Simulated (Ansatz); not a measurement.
Total density of states per atom from plane-wave PAW r²SCAN (Ansatz code), in 0.25 eV bins, energy from the valence-band maximum:

(E (eV), states/eV/atom): (-4.80, 0.00); (-4.55, 0.07); (-4.30, 0.21); (-4.05, 0.41); (-3.80, 0.96); (-3.55, 1.09); (-3.30, 0.48); (-3.05, 0.20); (-2.80, 0.34); (-2.55, 0.42); (-2.30, 0.46); (-2.05, 0.49); (-1.80, 0.53); (-1.55, 0.78); (-1.30, 1.25); (-1.05, 1.35); (-0.80, 1.44); (-0.55, 0.90); (-0.30, 0.47); (-0.05, 0.13); (0.20, 0.00); (0.45, 0.00); (0.70, 0.00); (0.95, 0.00); (1.20, 0.00); (1.45, 0.00); (1.70, 0.00); (1.95, 0.00); (2.20, 0.00); (2.45, 0.00); (2.70, 0.00); (2.95, 0.00); (3.20, 0.00); (3.45, 0.00); (3.70, 0.00); (3.95, 0.00); (4.20, 0.00); (4.45, 0.00); (4.70, 0.00); (4.95, 0.00); (5.20, 0.00); (5.45, 0.00); (5.70, 0.00); (5.95, 0.01); (6.20, 0.01); (6.45, 0.02); (6.70, 0.02); (6.95, 0.03); (7.20, 0.03); (7.45, 0.04); (7.70, 0.05); (7.95, 0.06); (8.20, 0.07); (8.45, 0.09); (8.70, 0.12); (8.95, 0.19); (9.20, 0.21); (9.45, 0.22); (9.70, 0.22); (9.95, 0.23); (10.20, 0.27); (10.45, 0.34)

**Question.** Which of these materials gives this?
A. KBr, rock salt
B. ZrC, rock salt
C. SrVO3, cubic perovskite
D. MgO, rock salt

**Answer.** D, MgO, rock salt. Top 1 eV of the valence band: O 2p 98 %. Bottom 1 eV of the conduction band: Mg 3s 57 %, O 2s 35 %, O 2p 7 %. Projections are on Löwdin-orthogonalised atomic valence shells; empty p or d shells of many metals are not among them.

Space group Fm-3m (rock salt). Symmetry was held in the r²SCAN relaxation. The volume moved by -16 % from the start of the relaxation.

Potentials: the later of the program's two PAW sets.
